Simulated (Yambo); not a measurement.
G0W0@PBEsol for BaS (rock salt, space group Fm-3m, No. 225) in Yambo (4×4×4 mesh, 10 Ry block, plasmon pole, screening fixed), without a terminator:

| bands N in G | gap Γ → X (eV) | shift of the valence edge (eV) |
|---|---|---|
| 49 | 3.349 | -0.722 |
| 92 | 3.455 | -1.000 |
| 148 | 3.509 | -1.116 |

Task: Extrapolate both columns to infinite N with E(N) = E∞ + A/N, test the form, and compare with the terminator.

Result: From two points, E∞ = (N2 E2 − N1 E1)/(N2 − N1). The two largest N give 3.60 eV for the gap and -1.31 eV for the shift; the two smallest give 3.58 eV and -1.32 eV. For the gap the slopes A are -11 and -13 eV: the form isn't reached, and its limit is uncertain. For the shift the slopes A are 29 and 28 eV: the 1/N form holds. With the Bruneval-Gonze terminator and 148 bands the run gives 3.56 eV and -1.20 eV, 0.04 eV and 0.11 eV from the extrapolated values: the terminator too is an estimate of the remainder. Block, mesh and the bands in W are held fixed.

Geometry relaxed with PBEsol; primitive cell a = 4.476 Å, b = 4.476 Å, c = 4.476 Å, α = 60.00°, β = 60.00°, γ = 60.00°.

A shift is the quasiparticle energy of the state minus its PBEsol energy.
